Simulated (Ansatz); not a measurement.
MnCl₂ (R-3m): majority and minority states

```
Mn Cl
1.0
     1.84300    1.06406    5.82333
    -1.84300    1.06406    5.82333
     0.00000   -2.12811    5.82333
Mn Cl
1 2
Direct
  0.00000 0.00000 0.00000
  0.25000 0.25000 0.25000
  0.75000 0.75000 0.75000
```

The source of the geometry is a structure as deposited in COD (the entry's cell lengths or inner coordinates differ somewhat from later room-temperature determinations); atoms and cell stay fixed.

Settings: PBEsol, 9×9×9 k mesh, Fermi–Dirac smearing of 0.08 eV. LAPW is all-electron LAPW in Ansatz 0.2.0. Site moments are integrated in spheres about the atoms. Start moments (μB): Mn1 4. DFT+U (Dudarev's form): U = 4.0 eV on Mn d.

Density of states, smoothed by a Gaussian of 0.15 eV:

| E − E_F (eV) | majority (states/eV/cell) | minority (states/eV/cell) |
| --- | --- | --- |
| -7.00 | 0.60 | 0.00 |
| -6.75 | 2.66 | 0.00 |
| -6.50 | 4.60 | 0.00 |
| -6.25 | 3.59 | 0.01 |
| -6.00 | 3.37 | 0.17 |
| -5.75 | 3.71 | 0.90 |
| -5.50 | 1.46 | 1.99 |
| -5.25 | 1.27 | 2.16 |
| -5.00 | 2.26 | 1.36 |
| -4.75 | 1.82 | 0.92 |
| -4.50 | 1.10 | 1.27 |
| -4.25 | 1.55 | 1.78 |
| -4.00 | 2.31 | 2.71 |
| -3.75 | 2.28 | 3.78 |
| -3.50 | 1.62 | 3.41 |
| -3.25 | 1.15 | 2.23 |
| -3.00 | 0.67 | 1.04 |
| -2.75 | 1.17 | 0.26 |
| -2.50 | 2.21 | 0.02 |
| -2.25 | 3.00 | 0.00 |
| -2.00 | 1.46 | 0.00 |
| -1.75 | 0.11 | 0.00 |
| -1.50 | 0.00 | 0.00 |
| -1.25 | 0.00 | 0.00 |
| -1.00 | 0.00 | 0.00 |
| -0.75 | 0.00 | 0.00 |
| -0.50 | 0.00 | 0.00 |
| -0.25 | 0.00 | 0.00 |
| 0.00 | 0.00 | 0.00 |
| 0.25 | 0.00 | 0.00 |
| 0.50 | 0.00 | 0.00 |
| 0.75 | 0.00 | 0.00 |
| 1.00 | 0.00 | 0.00 |
| 1.25 | 0.00 | 0.00 |
| 1.50 | 0.00 | 0.00 |
| 1.75 | 0.00 | 0.09 |
| 2.00 | 0.01 | 0.77 |
| 2.25 | 0.03 | 1.92 |
| 2.50 | 0.06 | 2.71 |
| 2.75 | 0.10 | 4.80 |
| 3.00 | 0.22 | 6.00 |
| 3.25 | 0.54 | 3.31 |
| 3.50 | 1.06 | 0.51 |
| 3.75 | 1.24 | 0.10 |
| 4.00 | 0.70 | 0.16 |
| 4.25 | 0.31 | 0.35 |
| 4.50 | 0.40 | 0.68 |

Q: What spin moment does the cell carry?

A: 5.00 μB. Site moments (μB): Mn1 4.71, Cl2 0.06, Cl3 0.06.

Löwdin populations of d and f shells (filled inner shells left out):

```csv
shell,up,down
Mn1 3d,4.99,0.24
```

None of this fixes the real material's magnetic order: only patterns that fit the cell were computed, at zero temperature, with a functional that can overstate moments.
